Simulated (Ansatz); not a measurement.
Theory: DFT PBE, scalar-relativistic, plane waves, PAW (Ansatz 0.2.0). Settings: cutoff 420 eV, Γ-centred meshes spaced at most about 0.3 Å⁻¹, and about 0.25 Å⁻¹ or finer for metals (2π included), Gaussian smearing. No spin polarisation in the final relaxations.

Temperature and zero-point effects are left out. All come from trial cells, and lower structures may exist.

Problem. These unrelaxed guesses for TiB₄ are each relaxed within their symmetry. Order them by the energy at which they end, lowest first.
1.

```
CELL_PARAMETERS angstrom
3.02421 0.00000 0.00000
-1.51210 2.61904 0.00000
0.00000 0.00000 5.94081
ATOMIC_POSITIONS crystal
Ti 0.00000 0.00000 0.34256
B 0.33333 0.66667 0.62506
B 0.66667 0.33333 0.62506
B 0.33333 0.66667 0.24036
B 0.66667 0.33333 0.24036
```

2.

```
CELL_PARAMETERS angstrom
3.58423 0.00000 0.00000
0.00000 3.58423 0.00000
0.00000 0.00000 3.40387
ATOMIC_POSITIONS crystal
Ti 0.00000 0.00000 0.50000
B 0.24106 0.50000 0.00000
B 0.75894 0.50000 0.00000
B 0.50000 0.24106 0.00000
B 0.50000 0.75894 0.00000
```

3.

```
CELL_PARAMETERS angstrom
3.08219 0.00000 0.00000
-1.54110 2.66926 0.00000
0.00000 0.00000 5.28166
ATOMIC_POSITIONS crystal
Ti 0.00000 0.00000 0.00000
B 0.66667 0.33333 0.39281
B 0.66667 0.33333 0.60719
B 0.00000 0.00000 0.72037
B 0.00000 0.00000 0.27963
```

Solution. 1 (ends in P6/mmm, 0 meV/atom), 2 (ends in P4/mmm, 0.41 eV/atom), 3 (ends in P-6m2, 0.60 eV/atom).

A magnetic state wasn't ruled out in cells without spin, among them P-6m2. Cells relaxed within their symmetry can be saddle points. Some structure types and database cells were kept out of the candidates from the start, so a known form may be missing.
